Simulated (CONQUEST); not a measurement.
Consider a self-consistent single point of SnTe (Fm-3m, 8 atoms in the cell; from Materials Project mp-1883, changed as shown).

```
SnTe
1.0
    6.24420     0.00000     0.00000
    0.00000     6.24420     0.00000
    0.00000     0.00000     6.24420
Sn Te
4 4
Direct
  0.00000   0.00000   0.00000
  0.00000   0.50000   0.50000
  0.50000   0.00000   0.50000
  0.50000   0.50000   0.00000
  0.50000   0.00000   0.00000
  0.50000   0.50000   0.50000
  0.00000   0.00000   0.50000
  0.00000   0.50000   0.00000
```

Level of theory: PBE, numerical atomic orbitals double-zeta with polarisation (the shipped basis), PseudoDojo norm-conserving potentials made for PBE (CONQUEST).

CONQUEST settings:

```
key                                             value
---------------------  ------------------------------
basis                                             DZP
Diag.MPMeshX, Y, Z                              4 4 4
potentials             PseudoDojo norm-conserving PBE
Grid.GridCutoff                                140 Ha
DM.SolutionMethod                              diagon
Diag.kT                                   0.003675 Ha
Diag.GammaCentred                                true
minE.SCTolerance                              1.0e-06
SC.MaxIters                                       100
SC.LinearMixingFactor                             0.5
AtomMove.TypeOfRun                             static
```

Results:

* **Number of valence electrons**: 120
* **Number of bands**: 144
* **Number of k-points after the program's reduction**: 51
* **Size of the basis**: 144
* **Number of SCF iterations**: 6
* **FFT grid**: 64 × 64 × 64
* **Free energy E − TS**: -19990.7889 eV
* **Fermi level (on the code's own zero)**: -3.68 eV
* **Pressure**: 4.13 GPa

For comparison: a first run was changed to give this one (lattice scaled by 0.98), and from it to this one the free energy rises by 28.0 meV/atom and the pressure goes from 1.03 to 4.13 GPa.

The program uses no crystal symmetry, so grid and mesh can part values that symmetry would make equal. The atom-centred basis is finite, which shifts total energies and pressures against plane waves. The structure comes from a collection of computed structures, made at another level of theory; the collection holds predicted forms beside known ones. No clean gap shows at this smearing width and mesh (spacing up to 0.25 Å⁻¹); the mesh is coarse for partly filled bands, so the values carry mesh errors. Semi-local functionals can close small gaps.

Cost on one core: very roughly 100 core-seconds.
